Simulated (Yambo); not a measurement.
Yambo run on PbTe (rock salt, space group Fm-3m, No. 225). The wavefunctions are norm-conserving PBE (stringent potentials; Quantum ESPRESSO, 107 Ry, without SOC) ones on a 4×4×4 mesh (23 occupied bands); a = b = c = 4.5531 Å, α = β = γ = 60.00°.

Yambo input:

```
rim_cut
HF_and_locXC
RandQpts= 1000000
RandGvec= 1 Ry
EXXRLvcs= 106.6 Ry
VXCRLvcs= 426.4 Ry
% QPkrange
 1 | 1 | 23 | 24 |
 3 | 3 | 23 | 24 |
 7 | 7 | 23 | 24 |
 8 | 8 | 23 | 24 |
%
```

k points by index: 1 = Γ, 3 = L, 7 = X, 8 = W.

Resulting energies as the program prints them:

```
#    K-point    Band    Eo [eV]    Ehf [eV]    Vxc [eV]    Vnlxc [eV]
#
    1    23    -1.389828    -3.361081    -12.35495    -14.32621
    1    24    4.088203    8.592230    -11.63694    -7.132915
    3    23    0.000000    -0.762643    -13.04806    -13.81070
    3    24    0.715014    3.836879    -10.37587    -7.254005
    7    23    -2.862481    -5.496155    -11.34691    -13.98058
    7    24    3.253375    6.829488    -8.315487    -4.739374
    8    23    -0.377923    -1.639885    -13.13729    -14.39925
    8    24    1.661107    5.035375    -11.10953    -7.735261
```
Exchange alone, without screening.

Geometry relaxed with PBEsol.
